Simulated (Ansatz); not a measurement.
P (space group Cmce)

```
CELL_PARAMETERS angstrom
      1.65492    -5.64616     0.00000
      1.65492     5.64616     0.00000
      0.00000     0.00000     4.56347
ATOMIC_POSITIONS crystal
  P  0.40603 0.59397 0.91350
  P  0.59397 0.40603 0.08650
  P  0.09397 0.90603 0.41350
  P  0.90603 0.09397 0.58650
```

A phonon eigenvector at Γ is frozen into this cell: atom i moves by Q times the vector below, so Q is the largest atomic displacement, in Å. The cell is held.

| atom | x | y | z |
|---|---|---|---|
| P1 | 0.000 | 1.000 | 0.000 |
| P2 | 0.000 | 1.000 | 0.000 |
| P3 | 0.000 | -1.000 | 0.000 |
| P4 | 0.000 | -1.000 | 0.000 |

Computed with PBE (plane waves to 420 eV, PAW, scalar-relativistic; Ansatz, a program for electronic structure). k mesh 10×10×7 (Γ-centred), Fermi-Dirac smearing 0.05 eV. E stands for the smeared free energy. P was relaxed with its symmetry unable to fall. The relaxed volume of P is well above the measured one; the method has no dispersion term. ΔE is measured from the undisplaced structure.

The scan covers Q from -0.100 to 0.100 Å in 13 points.

Question: Is the energy the same for equal positive and negative displacements?

Answer: Even: the same for both signs.

Question: Which space group does the distorted structure have?

Answer: Cmc2_1 (No. 36), lowered from Cmce.

Question: What is the energy change at Q = 0.100 Å?

Answer: 45.4 meV/cell.

Question: What harmonic wavenumber does the curvature at Q = 0 give?

Answer: 127 cm⁻¹.

(For displaced atoms, the force is minus the slope of the energy, and its curvature is a force constant, which sets phonon frequencies.)
